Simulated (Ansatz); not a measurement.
Te$_{2}$W:
```
CELL_PARAMETERS angstrom
      3.47541     0.00000     0.00000
     -1.73770     3.00979     0.00000
      0.00000     0.00000    13.83177
ATOMIC_POSITIONS crystal
  Te 0.33333 0.66667 0.88041
  Te 0.66667 0.33333 0.11959
  Te 0.66667 0.33333 0.38041
  Te 0.33333 0.66667 0.61959
  W  0.33333 0.66667 0.25000
  W  0.66667 0.33333 0.75000
```

The program Ansatz at the LDA level (PAW) gives a gap of 0.74 eV without spin–orbit coupling, maximum at K, minimum on the K–Γ line, 42 % of the way from K.

Task: What happens when spin–orbit coupling is switched on?

Result: The gap drops by 0.14 eV, to 0.60 eV; maximum at K, minimum on the K–Γ line, 41 % of the way from K.

Task: Give the electron effective mass with spin–orbit coupling.

Result: 0.31, 0.38, 0.50 mₑ (principal values).

Task: Give the hole effective mass with spin–orbit coupling.

Result: 0.33, 0.33, 0.65 mₑ (principal values).

Space group P6_3/mmc. The workflow started from a Materials Project entry (that database holds measured and hypothetical structures alike); the Crystallography Open Database copy checked does not list it. COD files the formula under space group No. 31, so this cell is another polymorph or a model. Its standing as an ambient phase is unchecked. The cell was relaxed with LDA under the symmetry of its start; its stability against distortions is not shown here. The run is not spin-polarised. A crystal of weakly bound layers computed without a dispersion correction: the cell and the soft elastic constants depend strongly on that.

Potentials: the later of the program's two PAW sets.
